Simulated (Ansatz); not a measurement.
Here is the system:

K2NaInP2 (space group Ibam)

```yaml
crystal:
  lattice:
    - [-3.29541, 7.42552, 3.29123]
    - [3.29541, -7.42552, 3.29123]
    - [3.29541, 7.42552, -3.29123]
  atoms:
    - { symbol: K, position: [0.82321, 0.24118, 0.06439] }
    - { symbol: K, position: [0.17679, 0.75882, 0.93561] }
    - { symbol: K, position: [0.67679, 0.74118, 0.41797] }
    - { symbol: K, position: [0.32321, 0.25882, 0.58203] }
    - { symbol: Na, position: [0.25000, 0.25000, 0.00000] }
    - { symbol: Na, position: [0.75000, 0.75000, 0.00000] }
    - { symbol: In, position: [0.75000, 0.25000, 0.50000] }
    - { symbol: In, position: [0.25000, 0.75000, 0.50000] }
    - { symbol: P, position: [0.59988, 0.21518, 0.81507] }
    - { symbol: P, position: [0.40012, 0.78482, 0.18493] }
    - { symbol: P, position: [0.90012, 0.71518, 0.61530] }
    - { symbol: P, position: [0.09988, 0.28482, 0.38470] }
```

This relaxed cell (volume V₀) is scaled evenly in all directions, its shape held. The atoms relax within the cell's symmetry.

Method: PBEsol (plane waves to 420 eV, PAW, scalar-relativistic; Ansatz, an electronic-structure program). k mesh 6×6×6 (Γ-centred), Fermi-Dirac smearing 0.05 eV. The energy includes the smearing's −TS. Stress and pressure are positive under compression. With the shape held, the modulus is that of even scaling; a crystal free to change shape is softer. K2NaInP2 was relaxed with its symmetry unable to fall. ΔE is measured from the relaxed starting cell.

The scan covers V/V₀ from 0.900 to 1.100 in 13 points.

Question: What bulk modulus at fixed cell shape B₀ follows from a third-order Birch-Murnaghan fit?

Answer: 25.2 GPa.

Question: What is the fitted pressure derivative B₀′?

Answer: 5.4.

(A scan under strain: stresses follow from slopes of the energy per volume, elastic moduli from its curvatures.)
